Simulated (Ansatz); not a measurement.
## How well does gap foretell electron mass?

The table holds gap and electron mass of 6 crystals, one entry left out.

Levels of theory (Ansatz, a plane-wave PAW program): gap: HSE06, on its own or a semilocal cell; electron mass: r²SCAN, conductivity mass at 300 K from full bands, harmonic mean over directions. Cells of the HSE06 gaps: its own cell for CdF2, KBr, KCl, 4H-ZnS; the r²SCAN cell for SnO2, GaAlN2 (P3m1, hP4). Band-transport values of all rows: cell and atoms relaxed with PBEsol.

Runs started from generated or typed cells of the structure named: SnO2 (for some of its values). No claim is made that these are known or stable phases: GaAlN2 (P3m1, hP4). Spin–orbit coupling is left out unless named; in separate runs it moves the gap by KBr −0.16 eV (r²SCAN); it moves the gap of CdF2, SnO2, GaAlN2 (P3m1, hP4) by under 0.05 eV.

```csv
crystal,E_g (eV),electron mass (mₑ)
CdF2 (fluorite),5.14,0.41
SnO2 (rutile),2.84,0.22
KBr (rock salt),5.52,(withheld)
"GaAlN2 (P3m1, hP4)",4.21,0.25
KCl (rock salt),6.41,0.45
4H-ZnS,3.32,0.21
```

Use the 5 complete rows to fit a straight line of ln(electron mass) on ln(gap), then estimate electron mass for KBr.

Logarithms (x, y): CdF2 (1.637, −0.892); SnO2 (1.044, −1.514); GaAlN2 (P3m1, hP4) (1.437, −1.386); KCl (1.858, −0.799); 4H-ZnS (1.200, −1.561). Means: x̄ = 1.435, ȳ = −1.23. Sums of products about the means: Sxx = 0.4278, Sxy = 0.4391. Slope k = 0.4391/0.4278 = 1.03; intercept c = −1.23 − (1.03) × 1.435 = −2.708; r² = 0.88. For KBr, x = 1.708, so y = −2.708 + (1.03) × 1.708 = −0.949 and electron mass = e^(−0.949) = 0.39 mₑ.

Check against the run. The calculation gives 0.39 mₑ, as estimated. The fitted rows scatter by 15 % (standard error of the fit), so this miss is within the scatter, in the logarithm; the row farthest from the line is GaAlN2 (P3m1, hP4). The usual reason for the trend: for s-like minima k·p theory ties the mass to the gap. The line is a summary of these rows, no law.

HSE06 gaps come from coarse meshes and special points. Where several phases of a formula are at hand, those over 0.1 eV/atom above the lowest were not drawn (by r²SCAN where it compared them, else by the largest value; a layered or molecular lowest phase counts only with a dispersion term); other phases could lie lower still. Crystals of Pb, Bi, Tl or Hg, those whose gap spin–orbit coupling moves by over 0.3 eV, and those of Te, I or Sb with no such test at hand were not drawn. The rows are a sample with a lean to familiar crystals, kept because the fitted rows follow a line with r² over 0.75 in the expected sense, which many samples do not; the withheld row is never an end of the range. Limits of the draw: one valley at Γ, gap of 2.5 to 7 eV, mass under 0.9 mₑ; for ε, a gap over 0.5 eV at its level, values under 300, no layered crystals; for masses, a gap over 0.5 eV at their level and directions within a factor of 2; no unfamiliar magnets, and cubic perovskites only if shown or known to be stable. As a rule kept out of such tables: 4f compounds, open-shell compounds run without a Hubbard term, cells found unstable in the tests at hand, cells close to a higher symmetry, and runs set to a pressure or over 12 % in volume from the crystal's fullest run.
